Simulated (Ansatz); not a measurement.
Ti, DFT, PBEsol, all-electron LAPW, scalar-relativistic (Ansatz 0.2.0), run on 1 thread of Arm Neoverse V2 on a shared host.

The geometry is COD entry 9012924, unchecked; take it as a test cell. The listed cell was then made from it by scaling, straining or moving an atom.

Command: `ansatz run input.yaml --threads 1 --pin off --max-ram 3072MiB --backend cpu --events-out ev --progress --plain --runs-dir out`

```yaml
crystal:
  lattice:
    - [-1.69023, 1.69023, 1.641]
    - [1.69023, -1.69023, 1.641]
    - [1.69023, 1.69023, -1.641]
  atoms:
    - { symbol: Ti, position: [0.0, 0.0, 0.0] }
kpoints:
  mp_grid: { grid: [14, 14, 14] }
  band_path:
    path:
      - [0.0, 0.0, 0.0]
      - [0.0, 0.0, 0.5]
      - [-0.5, 0.5, 0.5]
      - [0.0, 0.0, 0.0]
      - [0.4856489773, 0.4856489773, -0.4856489773]
      - [-0.4856489773, 0.5143510227, 0.4856489773]
      - [-0.5, 0.5, 0.5]
      - [0.0, 0.0, 0.5]
      - [0.25, 0.25, 0.25]
    npoints: 5
scf:
  occupations: { method: fermi_dirac, width: 0.05 }
hamiltonian:
  xc: pbesol
  pseudopotentials: { kind: all_electron, lapw: { basis_error: 0.00025 } }
output:
  forces: true
  stress: true
  eigenvalues: true
```

Problem. How large is the problem that the program sets up?

Solution. 244 irreducible k-points, 177 plane waves at Γ, 10 bands.

Problem. About how long does it take, and how much memory does it use?

Solution. 11 s of wall time for 6 SCF iterations, with a peak of 0.36 GiB. Times on shared machines scatter by tens of per cent.
